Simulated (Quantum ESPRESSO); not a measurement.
## Kohn-Sham bands of BaS₂ (C2/c)

```yaml
crystal:
  lattice:
    - [0.00000, -4.80736, 0.00000]
    - [-4.68567, -2.40368, 0.00000]
    - [-0.41646, -2.40368, -8.04130]
  atoms:
    - { symbol: Ba, position: [0.14243, 0.75000, 0.25000] }
    - { symbol: Ba, position: [0.85757, 0.25000, 0.75000] }
    - { symbol: S, position: [0.48469, 0.80296, 0.52036] }
    - { symbol: S, position: [0.51531, 0.19704, 0.47964] }
    - { symbol: S, position: [0.80801, 0.69704, 0.97964] }
    - { symbol: S, position: [0.19199, 0.30296, 0.02036] }
```

Structure: Materials Project mp-684, symmetrised, not relaxed again. COD (Crystallography Open Database) has an entry of this formula and space group (matched by these alone). Method: LDA plane waves in Quantum ESPRESSO 7.5 (PseudoDojo norm-conserving files, 46 Ry, no spin polarisation, no spin-orbit coupling), Bloch states on a 4×4×4 mesh through Γ, Wannier90 4.0.1. Density: 8×8×8 mesh, cold smearing 0.01 Ry. Spin-orbit coupling is left out although heavy elements are present.

### Question
List the Kohn-Sham levels between −8 and 4.5 eV relative to the valence-band maximum at the high-symmetry points, as a band run of pw.x on that density gives them (levels within 2 meV counted together).

### Answer
```tsv
point	k (reciprocal lattice)	levels (eV)
Γ	0.000 0.000 0.000	-4.81, -4.74, -3.76, -2.90, -2.56, -2.40, -0.99, -0.76, -0.35, -0.12, 2.63, 3.06, 3.44, 3.85, 4.06, 4.11, 4.34
C	-0.669 -0.334 -0.334	-3.69, -3.48, -3.43, -2.86, -2.68, -2.66, -0.80, -0.67, -0.44, -0.26, 2.32, 2.36, 3.55, 4.12, 4.36, 4.48
C_2	-0.331 0.334 0.334	-3.69, -3.48, -3.43, -2.86, -2.68, -2.66, -0.80, -0.67, -0.44, -0.26, 2.32, 2.36, 3.55, 4.12, 4.36, 4.48
Y_2	0.000 0.500 0.500	-3.09, -3.03, -3.02, -2.77, -2.71, -2.53, -1.17, -0.79, -0.72, -0.43, 1.52, 1.70, 3.51, 4.13, 4.33
M_2	0.000 0.500 0.000	-3.05 (×2), -2.89 (×2), -2.77 (×2), -0.85 (×2), -0.43 (×2), 1.62 (×2), 3.82 (×2), 4.14 (×2), 4.35 (×2)
D	-0.413 0.294 -0.206	-3.81 (×2), -3.09 (×2), -2.78 (×2), -0.68 (×2), -0.40 (×2), 2.61 (×2), 4.24 (×2)
D_2	-0.587 -0.294 -0.794	-3.81 (×2), -3.09 (×2), -2.78 (×2), -0.68 (×2), -0.40 (×2), 2.61 (×2), 4.24 (×2)
A	0.000 0.000 -0.500	-4.80 (×2), -3.12 (×2), -2.76 (×2), -0.64 (×2), -0.46 (×2), 2.67 (×2), 3.71 (×2)
L_2	-0.500 0.000 -0.500	-4.79, -3.49, -3.11, -3.00, -2.82, -2.57, -1.09, -0.60, -0.15, 0.00, 1.54, 3.57, 3.88, 4.43
V_2	-0.500 0.000 0.000	-4.78, -3.38, -3.11, -2.95, -2.85, -2.75, -1.10, -0.47, -0.17, -0.05, 1.59, 3.23, 3.90, 4.35
```
